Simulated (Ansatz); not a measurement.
Ag (bcc (W type), Im-3m) under volume change, plane-wave PAW LDA (Ansatz code), scaled uniformly.

| V (Å³/atom) | E − E(relaxed) (meV/atom) | P (GPa) |
|---|---|---|
| 14.669 | 67.4 | 16.53 |
| 15.153 | 27.9 | 9.89 |
| 15.636 | 6.5 | 4.45 |
| 16.120 | 0.0 | 0.00 |
| 16.604 | 5.7 | -3.65 |
| 17.087 | ? | ? |
| 17.571 | ? | ? |

Some entries are withheld; supply them.


- 17.571, E − E(relaxed) (meV/atom): 45.0
- 17.571, P (GPa): -8.99
- 17.087, E − E(relaxed) (meV/atom): 21.3
- 17.087, P (GPa): -6.60

What does a third-order Birch–Murnaghan fit give for V₀, B₀ and B′?

V₀ = 16.12 Å³/atom, B₀ = 134 GPa, B′ = 5.7.

The first step of the workflow began from a Materials Project structure, measured or hypothetical; the Crystallography Open Database copy checked does not list it. It is not the phase usual at ambient conditions (space group No. 225). Symmetry was held in the LDA relaxation. At this level the phase is mechanically unstable. No spin polarisation was allowed.

Potentials: the earlier of the program's two PAW sets. The files were generated under PBE; for other functionals the program regenerates the frozen cores, and for LDA and PBEsol the local potential too.
